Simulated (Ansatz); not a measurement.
A generator proposed this cell of Sc2GaP3.

```
CELL_PARAMETERS angstrom
5.49873 0.00000 0.00000
-2.74937 4.76204 0.00000
0.00000 0.00000 4.40631
ATOMIC_POSITIONS crystal
Sc 0.33333 0.66667 0.00000
Sc 0.66667 0.33333 0.00000
Ga 0.00000 0.00000 0.00000
P 0.50000 0.00000 0.50000
P 0.00000 0.50000 0.50000
P 0.50000 0.50000 0.50000
```

All numbers below come from DFT PBE, scalar-relativistic, plane waves, PAW in Ansatz. Plane waves to 420 eV, a k mesh through Γ of 6×6×4 on the computed 6-atom cell and Gaussian smearing (0.10 eV); no spin polarisation.

Formation energies are uncorrected and refer to the elements' standard structures at the same level. The references include black phosphorus.

Problem. How far from equilibrium is it?

Solution. The pressure is -4.8 GPa (the mean over three directions, positive in compression), the largest force is 0.00 eV/Å (symmetry fixes the atoms), and the energy is −0.60 eV/atom against the elements. The shortest distance is 2.72 Å.

Problem. How much does it gain on relaxing, and where does it end?

Solution. Relaxing gains under 0.1 eV/atom (the start's value is from the coarse mesh, so the gain is rough) in 10 ionic steps and ends at −0.64 eV/atom on the finer mesh. The symmetry stays P6/mmm (No. 191). The volume per atom stays near 19.2 Å³. The shortest distance goes from 2.72 Å (Sc–P) to 2.60 Å (Sc–P). The ratio c/a of the conventional cell changes by a factor of 0.86. Conventional cell: a = 5.782 Å, c = 3.988 Å. Sc has 6 P at 2.60 Å, 3 Ga at 3.34 Å and 3 Sc at 3.34 Å; Ga is surrounded by 6 Sc at 3.34 Å and 12 P at 3.51 Å; P has 4 Sc at 2.60 Å, 4 P at 2.89 Å and 4 Ga at 3.51 Å.

The last run used a 12×12×10 mesh (in the run's order of axes) for its 6-atom cell and Gaussian smearing of 0.10 eV. The reference form of P is held partly by dispersion forces, which this level lacks. The relaxation can't lower the symmetry of the start. Symmetry constrained the relaxation, so the result can be a saddle point. Another cell of Sc2GaP3 relaxed alike, in P-4m2, lies 158 meV/atom lower, so this cell isn't the stable form at this level.
